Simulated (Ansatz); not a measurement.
**KMgF$_{3}$: levels and charges under dearer methods**

A database entry relaxed whole under r2SCAN at zero pressure (Pm-3m, No. 221):

```
CELL_PARAMETERS angstrom
3.98367 0.00000 0.00000
0.00000 3.98367 0.00000
0.00000 0.00000 3.98367
ATOMIC_POSITIONS crystal
K 0.50000 0.50000 0.50000
Mg 0.00000 0.00000 0.00000
F 0.50000 0.00000 0.00000
F 0.00000 0.50000 0.00000
F 0.00000 0.00000 0.50000
```

Its volume is 12.64 Å³ an atom, -0.2 % against the entry's 12.67, a cell as deposited in COD (1996).

Single points on this cell with plane-wave PAW DFT (Ansatz 0.2.0; r2SCAN 500 eV, hybrids 420 eV; fermi-dirac occupations of width 0.020 eV; no moments): r2SCAN on a 8×8×8 Γ-centred mesh; HSE06 on a 6×6×6 Γ-centred mesh; PBE0 on a 6×6×6 Γ-centred mesh.

How do gap, pressure and charges move from level to level?

The runs give:

```csv
level,"gap (eV), or kind",pressure (GPa),Bader charge of K (e),Bader charge of Mg (e),Bader charge of F (e)
r2SCAN,8.29,0.0,+0.89,+1.79,-0.89
HSE06,9.59,1.3,+0.89,+1.79,-0.89
PBE0,10.35,1.2,+0.89,+1.79,-0.89
```

Under r2SCAN the gap is 8.29 eV, over mesh and band path. HSE06 moves it by +1.30 eV and PBE0 by +2.06 eV; PBE0 keeps its exact exchange at long range, which widens the gap over HSE06's by 0.76 eV on their common mesh.

Caveats: the relaxation kept the start's symmetry; HSE06 is read on its mesh and at the zone's corners, PBE0 on its mesh alone; hybrid pressures are good to a few tenths of a GPa; pressure is positive in compression.
